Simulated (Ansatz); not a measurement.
CdTe:
```cif
data_Cd4Te4
_chemical_formula_sum 'Cd4 Te4'
_space_group_name_H-M_alt 'Fm-3m'
_space_group_IT_number 225
_space_group_name_Hall '-F 4 2 3'
_cell_length_a 5.93016
_cell_length_b 5.93016
_cell_length_c 5.93016
_cell_angle_alpha 90.000
_cell_angle_beta 90.000
_cell_angle_gamma 90.000
loop_
_atom_site_label
_atom_site_type_symbol
_atom_site_symmetry_multiplicity
_atom_site_Wyckoff_symbol
_atom_site_fract_x
_atom_site_fract_y
_atom_site_fract_z
_atom_site_occupancy
Cd1 Cd 4 a 0.00000 0.00000 0.00000 1
Te1 Te 4 b 0.50000 0.50000 0.50000 1
```
(The calculation used a cell of 2 atoms; values per cell refer to that cell.)

Relaxed with LDA.

Problem. Which orbitals make up the states near the Fermi level in LDA (plane waves, PAW; program Ansatz)?

Solution. Within 0.5 eV of the Fermi level: Te 5p 80 %, Cd 5s 11 %. Projections are on Löwdin-orthogonalised atomic valence shells; empty p or d shells of many metals are not among them.

Problem. Tabulate the density of states.

Solution. States/eV per cell of 2 atoms, in 0.25 eV bins, energy from the Fermi level.

```csv
E (eV),total,Te 5p,Cd 5s,Cd 4d
-7.85,1.44,0.05,0.01,1.17
-7.60,1.02,0.02,0.01,0.80
-7.35,0.06,0.00,0.00,0.05
-7.10,0.00,0.00,0.00,0.00
-6.85,0.00,0.00,0.00,0.00
-6.60,0.00,0.00,0.00,0.00
-6.35,0.00,0.00,0.00,0.00
-6.10,0.00,0.00,0.00,0.00
-5.85,0.00,0.00,0.00,0.00
-5.60,0.11,0.06,0.04,0.01
-5.35,0.51,0.28,0.18,0.03
-5.10,0.75,0.43,0.26,0.04
-4.85,1.02,0.58,0.34,0.04
-4.60,1.49,0.87,0.47,0.06
-4.35,1.76,1.21,0.37,0.05
-4.10,0.77,0.49,0.18,0.03
-3.85,0.54,0.33,0.12,0.02
-3.60,0.71,0.49,0.13,0.02
-3.35,0.80,0.60,0.12,0.02
-3.10,0.86,0.67,0.11,0.02
-2.85,0.94,0.76,0.09,0.02
-2.60,1.04,0.87,0.08,0.02
-2.35,1.29,1.11,0.07,0.03
-2.10,1.35,1.18,0.06,0.03
-1.85,1.31,1.15,0.05,0.03
-1.60,1.29,1.13,0.04,0.03
-1.35,1.27,1.12,0.03,0.03
-1.10,1.28,1.12,0.04,0.04
-0.85,1.29,1.12,0.05,0.04
-0.60,1.31,1.14,0.06,0.04
-0.35,1.24,1.07,0.07,0.04
-0.10,1.26,1.08,0.09,0.05
0.15,0.42,0.28,0.10,0.01
0.40,0.22,0.07,0.12,0.00
0.65,0.26,0.08,0.13,0.00
0.90,0.31,0.10,0.15,0.00
1.15,0.37,0.12,0.17,0.00
1.40,0.43,0.14,0.19,0.00
1.65,0.51,0.17,0.22,0.00
1.90,0.60,0.20,0.25,0.00
2.15,0.73,0.25,0.29,0.01
2.40,1.09,0.39,0.42,0.01
2.65,0.91,0.28,0.32,0.01
2.90,0.95,0.21,0.26,0.00
3.15,0.71,0.15,0.20,0.00
3.40,0.36,0.07,0.09,0.00
3.65,0.48,0.05,0.05,0.00
3.90,0.60,0.05,0.04,0.00
4.15,1.07,0.07,0.07,0.00
4.40,1.31,0.06,0.04,0.00
4.65,1.47,0.06,0.04,0.00
```

This is a known high-pressure phase of the composition, computed here at zero pressure and temperature. Symmetry was held in the LDA relaxation; of distortions, only those at the zone centre were tested. Scalar-relativistic: spin–orbit coupling is off unless named, which matters more the heavier the elements.

Potentials: the earlier of the program's two PAW sets.
